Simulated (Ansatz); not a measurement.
Two states of WSF

```
CELL_PARAMETERS angstrom
3.55081 0.00000 0.00000
0.00000 3.55081 0.00000
0.00000 0.00000 6.43161
ATOMIC_POSITIONS crystal
F 0.75000 0.25000 0.00000
F 0.25000 0.75000 0.00000
S 0.25000 0.25000 0.64480
S 0.75000 0.75000 0.35520
W 0.25000 0.25000 0.22861
W 0.75000 0.75000 0.77139
```

Method: r2SCAN; PAW, plane waves to 500 eV, 5×5×3 Γ-centred mesh, fermi-dirac occupations (width 0.1 eV) (Ansatz 0.2.0), atoms fixed.

State A: W5 along (1.00, 0.00, 0.00), W6 along (1.00, 0.00, 0.00) (spinors with spin-orbit coupling). State B: W5 along (0.00, 0.00, 1.00), W6 along (0.00, 0.00, 1.00) (spinors with spin-orbit coupling).

Problem. Which state is lower, and how do they differ?

Solution. State B is lower by 3.1 meV an atom at zero smearing. So small a gap isn't resolved on this mesh where a state is a metal.

```tsv
state	free energy (meV/atom)	largest moment in a small sphere (μB)	net moment (μB/cell)	gap on mesh (eV)	pressure (GPa)	largest force (eV/Å)
A	3.6	1.80	5.43	metal	3.5	3.52
B	0.0	1.77	5.34	metal	3.1	3.50
```

Origin: a known structure type with other elements, at an estimated volume, so it need not be a known compound. Caveats: the k mesh is coarse if the cell is a metal; atoms or cell far from equilibrium.
